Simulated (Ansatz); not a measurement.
Data:

Ni:
```
Ni
1.0
   -1.38288     1.38288     1.38288
    1.38288    -1.38288     1.38288
    1.38288     1.38288    -1.38288
Ni
1
Cartesian
  0.00000   0.00000   0.00000
```
Starting moments (μB, in the order of the atoms Ni): 0.7.

This is the r²SCAN-relaxed structure.

**Question.** All from DFT-r²SCAN in the program Ansatz with PAW potentials, unless another level is named. Predict the bulk modulus (Birch–Murnaghan fit).

**Answer.** 214 GPa.

**Question.** Predict the elastic constants (relaxed ions, GPa).

**Answer.** C11 = 140, C12 = 253, C44 = 172.

Space group Im-3m (bcc (W type)). A made-up cell: these elements were put on the sites of a structure type; the Crystallography Open Database copy checked does not list it. It is not the phase usual at ambient conditions (space group No. 225). The r²SCAN relaxation kept the symmetry of its start. At this level the phase is mechanically unstable. Magnetic state: ferromagnetic, chosen from 3 collinear starts compared on coarse meshes (ties went to the first, and starts can fall back to one state), not a proven ground state. Other orbital occupations within this spin state were not tried. For itinerant 3d metals, meta-GGAs of the SCAN family and hybrids are commonly reported to give too large moments. As this level gives no gap, shear constants depend on the k-mesh and smearing (Fermi–Dirac, 0.1 eV here).

Potentials: the later of the program's two PAW sets.
